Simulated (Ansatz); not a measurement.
GaPt3:
```yaml
crystal:
  lattice:
    - [3.90795, 0.00000, 0.00000]
    - [0.00000, 3.90795, 0.00000]
    - [0.00000, 0.00000, 3.90795]
  atoms:
    - { symbol: Ga, position: [0.00000, 0.00000, 0.00000] }
    - { symbol: Pt, position: [0.00000, 0.50000, 0.50000] }
    - { symbol: Pt, position: [0.50000, 0.00000, 0.50000] }
    - { symbol: Pt, position: [0.50000, 0.50000, 0.00000] }
```

Relaxed with r²SCAN. Special points in fractions of this cell's reciprocal vectors: Γ (0.000, 0.000, 0.000); X (0.000, 0.500, 0.000); M (0.500, 0.500, 0.000); R (0.500, 0.500, 0.500).

Q: List the band energies nearest the Fermi level at these points for r²SCAN with spin–orbit coupling in the plane-wave PAW code Ansatz.

A: In eV from the Fermi level; about four levels below and three above (degenerate sets whole), none deeper than 8.9 eV; points with the same levels are listed once.

| k | below | above |
|---|---|---|
| Γ | -0.16 -0.16 -0.16 -0.16 | 0.14 0.14 0.16 0.16 |
| X | -1.94 -1.94 -0.72 -0.72 | 0.65 0.65 3.34 3.34 |
| M | -1.52 -1.52 -0.70 -0.70 | 1.71 1.71 1.82 1.82 |
| R | -0.44 -0.44 -0.28 -0.28 | 0.38 0.38 0.38 0.38 |

Space group Pm-3m (Cu3Au type). The first step of the workflow began from a Materials Project structure, measured or hypothetical; the Crystallography Open Database copy checked does not list it. COD files the formula under space group No. 127. Its standing as an ambient phase is unchecked. The r²SCAN relaxation kept the symmetry of its start; its stability against distortions is not shown here. The run is not spin-polarised.

Potentials: the later of the program's two PAW sets.
